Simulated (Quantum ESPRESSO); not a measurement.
Band energies of RbBH4

```
RbBH4
1.0
    0.00000     3.45324     3.45324
    3.45324     0.00000     3.45324
    3.45324     3.45324     0.00000
H B Rb
4 1 1
Direct
  0.39758   0.80726   0.39758
  0.39758   0.39758   0.80726
  0.39758   0.39758   0.39758
  0.80726   0.39758   0.39758
  0.50000   0.50000   0.50000
  0.00000   0.00000   0.00000
```

PBEsol (Quantum ESPRESSO, PseudoDojo norm-conserving, 76 Ry, with spin-orbit coupling); path ΓXWKΓLUWLK,UX; energies in eV from the valence-band maximum.

```
k (1/Å)  point  band 16  band 17  band 18  band 19  band 20  band 21  band 22  band 23
-------  -----  -------  -------  -------  -------  -------  -------  -------  -------
0.00         Γ     0.00     6.16     6.16     7.51     7.51     7.51     7.51     7.51
0.23              -0.02     6.49     6.49     7.05     7.05     7.89     7.89     7.89
0.68              -0.09     6.00     6.00     7.92     7.92    10.00    10.00    10.07
0.91         X    -0.10     5.90     5.90     8.25     8.25     9.73     9.73    10.23
1.14              -0.13     6.29     6.30     8.57     8.57     8.81     8.82    10.49
1.36         W    -0.15     7.17     7.19     7.57     7.58     8.93     8.93    10.23
1.36         K    -0.19     6.63     6.64     8.40     8.40     9.01     9.02    10.10
1.53              -0.24     7.31     7.33     7.83     7.84     9.18     9.18     9.37
1.85              -0.13     7.06     7.07     7.40     7.40     8.14     8.14     9.02
2.17              -0.02     6.34     6.34     7.37     7.37     7.57     7.57     7.70
2.33         Γ     0.00     6.16     6.16     7.51     7.51     7.51     7.51     7.51
2.53              -0.04     6.42     6.42     7.38     7.38     7.66     7.66     7.67
2.92              -0.22     7.08     7.08     8.07     8.07     8.89     8.89     8.89
3.12         L    -0.26     7.19     7.19     8.34     8.34     9.68     9.68     9.71
3.49              -0.22     7.09     7.10     8.02     8.02     9.32     9.33     9.72
3.67         U    -0.19     6.63     6.64     8.40     8.40     9.01     9.02    10.10
3.84              -0.16     6.81     6.83     8.07     8.07     8.93     8.93    10.27
4.00         W    -0.15     7.17     7.19     7.57     7.58     8.93     8.93    10.23
4.16              -0.17     7.23     7.25     7.61     7.62     9.06     9.06    10.14
4.48              -0.25     7.24     7.24     8.16     8.16     9.53     9.55     9.62
4.64         L    -0.26     7.19     7.19     8.34     8.34     9.68     9.68     9.71
4.86              -0.25     7.25     7.26     8.05     8.05     9.50     9.51     9.60
5.09              -0.21     6.91     6.93     8.15     8.15     9.19     9.20     9.85
5.20         K    -0.19     6.63     6.64     8.40     8.40     9.01     9.02    10.10
5.20         U    -0.19     6.63     6.64     8.40     8.40     9.01     9.02    10.10
5.52         X    -0.10     5.90     5.90     8.25     8.25     9.73     9.73    10.23
```

The PBEsol gap is indirect, 5.90 eV, from Γ to X; the smallest direct gap is 6.00 eV.

Geometry of the Materials Project entry, not relaxed at this level.

The structure is a Materials Project entry; no match was found in the copy of COD used, and its stability was not checked.
